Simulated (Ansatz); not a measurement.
Given:

AlGaN₂:
```xyz
4
Lattice="3.1385 0.0000 0.0000 0.0000 3.1385 0.0000 0.0000 0.0000 4.4224" Properties=species:S:1:pos:R:3 pbc="T T T"
Al     1.5693     1.5693     2.2112
Ga     0.0000     0.0000     0.0000
N      1.5693     0.0000     3.2685
N      0.0000     1.5693     1.1539
```

This is the r²SCAN-relaxed structure. Cartesian axes are those of the cell as given.

Q: All from r²SCAN in the plane-wave PAW code Ansatz, unless another level is named. Give the hole effective mass, band 1 of 2 at the edge.

A: 9.0 along x, 1.1 along z (mₑ).

Q: And the electron effective mass?

A: 0.24, 0.24, 0.31 mₑ (principal values).

Q: Predict the valence-band maximum.

A: at Γ.

Q: Next, the weight of the conduction-edge state by species (Voronoi cells)?

A: N 51 %, Ga 30 %, Al 19 %.

Space group P-4m2. The first step of the workflow began from a Materials Project structure, measured or hypothetical; the Crystallography Open Database copy checked does not list it. With Al and Ga taken as one species the cell has the higher symmetry F-43m, so it may be an ordered model of a mixed-site phase. Its standing as an ambient phase is unchecked. Symmetry was held in the r²SCAN relaxation; of distortions, only those at the zone centre were tested. Scalar-relativistic: spin–orbit coupling is off unless named, which matters more the heavier the elements.

Potentials: the later of the program's two PAW sets.

Edges and masses are those of Kohn–Sham bands, whose gap is no quasiparticle gap.
